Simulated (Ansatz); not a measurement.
Input and output for Ge (sc type): DFT, LDA, norm-conserving pseudopotentials, Ansatz's default files, scalar-relativistic (Ansatz 0.2.0). This run: the series' base cell.

The cell comes from a relaxation on PAW files under the same functional, begun from a prototype that needn't be the stable phase.

Command: `ansatz run input.yaml --threads 1 --pin off --max-ram 2048MiB --backend cpu --events-out ev --progress --plain --runs-dir out` It took 3.1 s on 1 thread of Arm Neoverse V2, with other jobs on the host, peak memory 0.29 GiB.

```yaml
crystal:
  lattice:
    - [2.6435123504, 0.0, 0.0]
    - [0.0, 2.6435123504, 0.0]
    - [0.0, 0.0, 2.6435123504]
  atoms:
    - { symbol: Ge, position: [0.0, 0.0, 0.0] }
kpoints:
  mp_grid: { grid: [15, 15, 15] }
scf:
  occupations: { method: fermi_dirac, width: 0.08 }
hamiltonian:
  xc: lda
  pseudopotentials: { kind: nc }
output:
  forces: true
  stress: true
  eigenvalues: true
```

Output:

```
Engine: ansatz 0.2.0
Pseudopotentials: kind: nc
Pseudopotential: Ge, nc, valence charge 14, recommended cutoff 1061.244064 eV (normal), Ge.nc.azcp (PseudoDojo's, or run here from an input of PseudoDojo's: the run reads no file of this project's for it)
Functional definition: SPW92
  exchange = slater_x
  correlation = pw_c
Crystal: 1 atoms, lattice volume = 18.473 Å³
Basis set: ecut = 1061.244064 eV, 1419 PW (Γ)
Bands: 11, of which v1, the nominal top of the filled ones, is band 7 counted from 1 (6 counted from 0)
Symmetry: 48 space group operations
Space group: Pm-3m (ITA 221), of the structure as read, at distance tolerance 2.6e-5 Å
k-points: 120 of 3375
Non-local potential: Ge, projectors of the file, l = 0: 2, l = 1: 2, l = 2: 2
Initial density: superposition of atomic densities (chi_scale 0.1, normalization cell)
Initial wavefunctions: pseudopotential atomic-orbital guess
Functional: x = slater, c = lda
SCF iter   1: F=—  HF=-2428.028244 eV  |F-HF|=—  |Δ(HF+E_count)|=         —  Δρ=2.01e-2  dr2=5.17e-2  ethr=3.10e-3  ⟨swp⟩=4.9  Hψ=7997  notcnv=0
preconditioner: auto → none  [metal: Δε(μ)=0.025 eV  Ē_g=27.397 eV  σ=0.080 eV  W_gap=0.08  n_scr=6 (ndim 8)  ℏωp=32.3 eV  f_vac=0.000  D(μ)=0.57/eV (n_scr^D=0)  sad-step TF]
SCF iter   2: F=—  HF=-2428.018157 eV  |F-HF|=—  |Δ(HF+E_count)|=   1.01e-2  Δρ=1.20e-2  dr2=1.84e-2  ethr=3.69e-4  ⟨swp⟩=1.2  Hψ=2304  notcnv=0
SCF iter   3: F=—  HF=-2428.014666 eV  |F-HF|=—  |Δ(HF+E_count)|=   3.49e-3  Δρ=9.84e-4  dr2=9.49e-5  ethr=1.32e-4  ⟨swp⟩=2.0  Hψ=2095  notcnv=0
SCF iter   4: F=—  HF=-2428.014656 eV  |F-HF|=—  |Δ(HF+E_count)|=   1.05e-5  Δρ=9.12e-5  dr2=5.12e-7  ethr=6.78e-7  ⟨swp⟩=1.8  Hψ=1596  notcnv=0
SCF iter   5: F=-2428.014656 eV  HF=-2428.014656 eV  |F-HF|=3.04e-9  |Δ(HF+E_count)|=   1.70e-7  Δρ=8.07e-6  dr2=4.70e-9  ethr=7.14e-10  ⟨swp⟩=6.2  Hψ=6683  notcnv=0
SCF 1 converged in 5 iterations: F = -2428.014656 eV  dr2 = 4.70e-9
SCF converged after 5 iterations
Free energy (F): -2428.014656 eV
Harris-Foulkes:  -2428.014656 eV  (|F-HF|=3.04e-9)
Internal energy: -2428.003155 eV  (E = F + TS)
E sigma→0 (E₀):  -2428.008906 eV
Entropy (-TS):   -0.011501 eV (-11.501 meV/atom)
Fermi energy:    11.933225 eV
--- Per-component energies (eV) ---
  E_band       = -100.365394
  E_kinetic    = 1821.366580
  E_local      = -1514.112585  (includes V_loc(G=0)·N_el)
  E_nonlocal   = -1259.466353
  E_hartree    = 623.080178
  E_xc         = -584.258937
  E_vxc        = -394.310488  (∫ρ·V_xc dr)
  E_ewald      = -1514.612037
  E_smearing   = -0.011501  (= −TS)
  E_closure    = 0.000000  (closes the sum)
  Σ components = -2428.014656   (vs F -2428.014656, Δ=0.00e0)
--- Forces (eV/Å), atoms counted from 1 ---
  atom   1  Ge     0.00000000     0.00000000     0.00000000
  max |Σ_I F_I| component: 0.00e0 eV/Å
--- Stress (GPa, compression-positive) ---
       -0.029890      -0.000000       0.000000
        0.000000      -0.029890       0.000000
        0.000000       0.000000      -0.029890
  P = ⅓ Tr σ = -0.0299 GPa (-0.299 kbar)
--- Band table (eV; the first three rows and the last of 120) ---
  k-point 0: bands = ["-12.8586", "-12.8586", "-12.5569", "-12.5569", "-12.5569", "-1.3904", "18.9141", "18.9141", "18.9141", "22.3380", "22.3380"]
  k-point 1: bands = ["-12.8579", "-12.8485", "-12.5603", "-12.5603", "-12.5566", "-1.2982", "17.5375", "19.0035", "19.0035", "22.4191", "23.3830"]
  k-point 2: bands = ["-12.8558", "-12.8201", "-12.5700", "-12.5700", "-12.5558", "-1.0220", "15.2761", "19.2680", "19.2680", "22.6613", "24.2889"]
  k-point 119: bands = ["-12.7325", "-12.7322", "-12.7322", "-12.4669", "-12.4669", "10.8356", "12.3003", "12.3003", "13.2248", "18.9127", "19.1416"]
```

Next run (volume at 0.78 of the series' base cell), as changes to the input before:

```diff
   lattice:
-    - [2.6435123504, 0.0, 0.0]
-    - [0.0, 2.6435123504, 0.0]
-    - [0.0, 0.0, 2.6435123504]
+    - [2.433396494, 0.0, 0.0]
+    - [0.0, 2.433396494, 0.0]
+    - [0.0, 0.0, 2.433396494]
   atoms:
```

Results part of the output:

```
SCF 1 converged in 6 iterations: F = -2427.650632 eV  dr2 = 2.02e-9
SCF converged after 6 iterations
Free energy (F): -2427.650632 eV
Harris-Foulkes:  -2427.650632 eV  (|F-HF|=1.36e-9)
Internal energy: -2427.644989 eV  (E = F + TS)
E sigma→0 (E₀):  -2427.647811 eV
Entropy (-TS):   -0.005644 eV (-5.644 meV/atom)
Fermi energy:    16.643656 eV
--- Per-component energies (eV) ---
  E_band       = -42.039431
  E_kinetic    = 1824.656746
  E_local      = -1313.998140  (includes V_loc(G=0)·N_el)
  E_nonlocal   = -1257.216874
  E_hartree    = 551.056105
  E_xc         = -586.748975
  E_vxc        = -397.591600  (∫ρ·V_xc dr)
  E_ewald      = -1645.393850
  E_smearing   = -0.005644  (= −TS)
  E_closure    = 0.000000  (closes the sum)
  Σ components = -2427.650632   (vs F -2427.650632, Δ=0.00e0)
--- Forces (eV/Å), atoms counted from 1 ---
  atom   1  Ge     0.00000000     0.00000000    -0.00000000
  max |Σ_I F_I| component: 4.21e-30 eV/Å
--- Stress (GPa, compression-positive) ---
       36.433398       0.000000       0.000000
       -0.000000      36.433398       0.000000
        0.000000      -0.000000      36.433398
  P = ⅓ Tr σ = 36.4334 GPa (364.334 kbar)
--- Band table (eV; the first three rows and the last of 120) ---
  k-point 0: bands = ["-8.7175", "-8.7175", "-8.1221", "-8.1221", "-8.1221", "0.8636", "25.0461", "25.0461", "25.0461", "28.0450", "28.0450"]
  k-point 1: bands = ["-8.7158", "-8.6990", "-8.1291", "-8.1291", "-8.1215", "0.9761", "23.2159", "25.1623", "25.1623", "28.1390", "29.5320"]
  k-point 2: bands = ["-8.7110", "-8.6468", "-8.1487", "-8.1487", "-8.1199", "1.3143", "20.4606", "25.5070", "25.5070", "28.4210", "30.9135"]
  k-point 119: bands = ["-8.4877", "-8.4866", "-8.4866", "-7.9612", "-7.9612", "16.1008", "17.0000", "17.0000", "20.2662", "23.6941", "23.9885"]
```

Next run (volume at 0.68 of the series' base cell), as changes to the input before:

```diff
   lattice:
-    - [2.433396494, 0.0, 0.0]
-    - [0.0, 2.433396494, 0.0]
-    - [0.0, 0.0, 2.433396494]
+    - [2.3246147082, 0.0, 0.0]
+    - [0.0, 2.3246147082, 0.0]
+    - [0.0, 0.0, 2.3246147082]
   atoms:
```

Results part of the output:

```
SCF 1 converged in 6 iterations: F = -2427.015634 eV  dr2 = 1.44e-11
SCF converged after 6 iterations
Free energy (F): -2427.015634 eV
Harris-Foulkes:  -2427.015634 eV  (|F-HF|=4.55e-13)
Internal energy: -2427.011299 eV  (E = F + TS)
E sigma→0 (E₀):  -2427.013466 eV
Entropy (-TS):   -0.004336 eV (-4.336 meV/atom)
Fermi energy:    19.831748 eV
--- Per-component energies (eV) ---
  E_band       = -4.564616
  E_kinetic    = 1827.021605
  E_local      = -1199.276881  (includes V_loc(G=0)·N_el)
  E_nonlocal   = -1255.366235
  E_hartree    = 511.429242
  E_xc         = -588.427954
  E_vxc        = -399.801659  (∫ρ·V_xc dr)
  E_ewald      = -1722.391075
  E_smearing   = -0.004336  (= −TS)
  E_closure    = 0.000000  (closes the sum)
  Σ components = -2427.015634   (vs F -2427.015634, Δ=0.00e0)
--- Forces (eV/Å), atoms counted from 1 ---
  atom   1  Ge     0.00000000    -0.00000000     0.00000000
  max |Σ_I F_I| component: 1.05e-30 eV/Å
--- Stress (GPa, compression-positive) ---
       78.087418       0.000000       0.000000
        0.000000      78.087418       0.000000
        0.000000       0.000000      78.087418
  P = ⅓ Tr σ = 78.0874 GPa (780.874 kbar)
--- Band table (eV; the first three rows and the last of 120) ---
  k-point 0: bands = ["-6.1182", "-6.1182", "-5.2715", "-5.2715", "-5.2715", "2.3635", "29.0124", "29.0124", "29.0124", "31.8009", "31.8009"]
  k-point 1: bands = ["-6.1156", "-6.0930", "-5.2815", "-5.2815", "-5.2707", "2.4884", "26.8992", "29.1456", "29.1456", "31.9024", "33.5495"]
  k-point 2: bands = ["-6.1080", "-6.0221", "-5.3098", "-5.3098", "-5.2683", "2.8646", "23.8542", "29.5411", "29.5411", "32.2060", "35.1703"]
  k-point 119: bands = ["-5.8075", "-5.8055", "-5.8055", "-5.0546", "-5.0546", "19.2906", "20.1326", "20.1326", "25.2873", "26.8747", "27.1755"]
```

Next run (volume at 0.43 of the series' base cell), as changes to the input before:

```diff
   lattice:
-    - [2.3246147082, 0.0, 0.0]
-    - [0.0, 2.3246147082, 0.0]
-    - [0.0, 0.0, 2.3246147082]
+    - [1.9952814377, 0.0, 0.0]
+    - [0.0, 1.9952814377, 0.0]
+    - [0.0, 0.0, 1.9952814377]
   atoms:
```

Results part of the output:

```
SCF 1 converged in 6 iterations: F = -2420.781943 eV  dr2 = 5.91e-11
SCF converged after 6 iterations
Free energy (F): -2420.781943 eV
Harris-Foulkes:  -2420.781943 eV  (|F-HF|=2.73e-12)
Internal energy: -2420.776438 eV  (E = F + TS)
E sigma→0 (E₀):  -2420.779191 eV
Entropy (-TS):   -0.005505 eV (-5.505 meV/atom)
Fermi energy:    34.132744 eV
--- Per-component energies (eV) ---
  E_band       = 152.898980
  E_kinetic    = 1841.692825
  E_local      = -792.552267  (includes V_loc(G=0)·N_el)
  E_nonlocal   = -1247.916450
  E_hartree    = 380.693329
  E_xc         = -596.011734
  E_vxc        = -409.711680  (∫ρ·V_xc dr)
  E_ewald      = -2006.682141
  E_smearing   = -0.005505  (= −TS)
  E_closure    = 0.000000  (closes the sum)
  Σ components = -2420.781943   (vs F -2420.781943, Δ=0.00e0)
--- Forces (eV/Å), atoms counted from 1 ---
  atom   1  Ge    -0.00000000    -0.00000000     0.00000000
  max |Σ_I F_I| component: 7.89e-31 eV/Å
--- Stress (GPa, compression-positive) ---
      472.082835       0.000000       0.000000
        0.000000     472.082835       0.000000
        0.000000       0.000000     472.082835
  P = ⅓ Tr σ = 472.0828 GPa (4720.828 kbar)
--- Band table (eV; the first three rows and the last of 120) ---
  k-point 0: bands = ["4.2286", "4.2286", "6.6701", "6.6701", "6.6701", "9.2194", "45.9706", "45.9706", "45.9706", "48.3516", "48.3516"]
  k-point 1: bands = ["4.2380", "4.2911", "6.6396", "6.6396", "6.6727", "9.3945", "42.8388", "46.1736", "46.1736", "48.4691", "50.9948"]
  k-point 2: bands = ["4.2648", "4.4627", "6.5539", "6.5539", "6.6799", "9.9271", "38.7490", "46.7765", "46.7765", "48.8237", "53.3248"]
  k-point 119: bands = ["4.9582", "4.9689", "4.9689", "7.1999", "7.1999", "33.2297", "34.2749", "34.2749", "40.0888", "41.2966", "41.2966"]
```

The norm-conserving files are those that the library serves for this functional. The structure type is held throughout; the real material can change phase at far lower pressure.
